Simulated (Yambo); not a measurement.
Material: AgI (wurtzite, space group P6_3mc, No. 186) under isotropic strain of -1.5 % on all lattice vectors; a = b = 4.488 Å, c = 7.333 Å, α = β = 90.00°, γ = 120.00° (4 atoms in the cell). The PBEsol cell relaxed from Materials Project entry mp-22894 was given an isotropic strain of -1.5 % on all lattice vectors, and the atoms were relaxed again.

With norm-conserving PBEsol (Quantum ESPRESSO, 82 Ry, without SOC), the gap between the mesh's edge points (Γ → Γ) is 1.230 eV.

**Question.** Estimate the G0W0 gap between the same points from Yambo (3×3×2 Γ-centred k mesh, bands 9 to 204 and a 7 Ry block in the screening, 204 bands in G with the Bruneval-Gonze terminator, plasmon pole fitted at 27.2 eV).

**Answer.** The correction is 1.109 eV, giving 2.339 eV, 1.9 times the PBEsol value.  Convergence of the G0W0 settings was not tested. The k mesh is coarse. Without spin-orbit coupling, band edges of such heavy elements can be off by tenths of an eV.
